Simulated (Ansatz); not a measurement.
The relaxed structure here is a generated cell of VBiO4: the first start was made by placing the elements on the sites of a structure type, and the end was not matched to a known phase here, so it may be hypothetical. Known forms of VBiO4 include space group No. 88.

One stationary structure of VBiO4. Space group P2/c (No. 13). The numbers are results of PBEsol (plane waves to 420 eV, PAW, scalar-relativistic; Ansatz, a first-principles code), not measurements.

```cif
data_Bi2O8V2
_chemical_formula_sum 'V2 O8 Bi2'
_space_group_name_H-M_alt 'P 1'
_space_group_IT_number 1
_cell_length_a 4.75916
_cell_length_b 3.78969
_cell_length_c 9.48037
_cell_angle_alpha 90.000
_cell_angle_beta 99.768
_cell_angle_gamma 90.000
loop_
_space_group_symop_operation_xyz
  'x, y, z'
loop_
_atom_site_label
_atom_site_type_symbol
_atom_site_fract_x
_atom_site_fract_y
_atom_site_fract_z
_atom_site_occupancy
V1 V 0.50000 0.68094 0.75000 1
V2 V 0.50000 0.31906 0.25000 1
O1 O 0.68384 0.04236 0.15992 1
O2 O 0.31616 0.04236 0.34008 1
O3 O 0.31616 0.95764 0.84008 1
O4 O 0.68384 0.95764 0.65992 1
O5 O 0.23903 0.49512 0.61691 1
O6 O 0.76097 0.49512 0.88309 1
O7 O 0.76097 0.50488 0.38309 1
O8 O 0.23903 0.50488 0.11691 1
Bi1 Bi 0.00000 0.00000 0.50000 1
Bi2 Bi 0.00000 0.00000 0.00000 1
```

```yaml
volume_per_atom: 14.04 Å³
density: 6.38 g/cm³
band_gap: 1.76 eV, indirect (valence top at C2, conduction bottom at Z) (no spin-orbit coupling)
smallest_direct_gap: 1.84 eV at Z
magnetic_moment: zero (the starting moments vanished)
shortest_distances: O–V 1.69 Å; Bi–O 2.32 Å; O–O 2.64 Å; Bi–V 3.29 Å
k-mesh: 6×7×3
```

Band energies at high-symmetry points (eV from the VBM; labels of this space group; no spin-orbit coupling), from −5 eV up to 4.0 eV:

| point | energies |
|---|---|
| Γ | -4.85 -4.62 -4.47 -4.25 -3.98 -3.90 -3.89 -3.85 -3.67 -3.57 -2.95 -2.50 -2.29 -2.29 -2.23 -2.18 -2.05 -1.70 -1.54 -1.40 -1.18 -1.09 -0.98 1.84 2.05 2.60 2.61 2.91 3.10 3.36 3.91 |
| Z | -4.71 -4.54 -4.38 -4.32 -4.12 -3.84 -3.76 -3.62 -3.54 -3.37 -3.29 -2.93 -2.73 -2.09 -1.99 -1.92 -1.72 -1.68 -1.51 -1.38 -1.22 -0.09 1.76 2.75 2.76 2.93 2.99 3.25 3.45 3.75 |
| D | -4.91 -4.91 -4.60 -4.60 -3.93 -3.93 -3.62 -3.62 -3.31 -3.31 -2.92 -2.92 -2.39 -2.39 -2.15 -2.15 -1.78 -1.78 -1.28 -1.28 -0.74 -0.74 2.25 2.25 2.90 2.90 2.99 2.99 3.70 3.70 |
| B | -4.62 -4.62 -4.13 -4.13 -3.98 -3.98 -3.53 -3.53 -3.13 -3.13 -2.62 -2.62 -2.26 -2.26 -1.93 -1.93 -1.73 -1.73 -1.34 -1.34 -1.03 -1.03 2.21 2.21 2.49 2.49 2.86 2.86 3.76 3.76 |
| A | -4.37 -4.37 -4.10 -4.10 -3.99 -3.99 -3.59 -3.59 -3.19 -3.19 -2.73 -2.73 -2.39 -2.39 -2.05 -2.05 -1.88 -1.88 -1.12 -1.12 -1.03 -1.03 2.42 2.42 2.69 2.69 3.17 3.17 3.43 3.43 3.73 3.73 |
| E | -4.61 -4.61 -3.97 -3.97 -3.51 -3.51 -3.23 -3.23 -2.94 -2.94 -2.74 -2.74 -2.05 -2.05 -1.40 -1.40 -1.05 -1.05 -0.29 -0.29 2.21 2.21 3.00 3.00 3.14 3.14 3.77 3.77 |
| C2 | -4.92 -4.77 -4.70 -4.47 -4.18 -3.88 -3.65 -3.52 -3.38 -3.27 -3.24 -3.09 -2.70 -2.48 -1.96 -1.68 -1.53 -1.34 -1.19 -0.88 -0.66 0.00 1.87 2.53 2.62 2.98 3.01 3.16 3.74 |
| Y2 | -4.56 -4.44 -4.21 -3.91 -3.86 -3.73 -3.64 -3.57 -3.39 -3.01 -2.80 -2.61 -2.60 -2.33 -2.30 -2.22 -1.74 -1.59 -1.21 -1.19 -0.97 -0.93 1.87 2.31 2.91 3.00 3.06 3.09 3.34 3.44 3.78 3.92 |

No spin polarisation in the result: the starting moments vanished. The d or f electrons are treated with no Hubbard U. Without spin-orbit coupling the bands of the heavy element are not split, so the gap can be far off.

The run could not lose the symmetry of its start, so the end can be a saddle point.
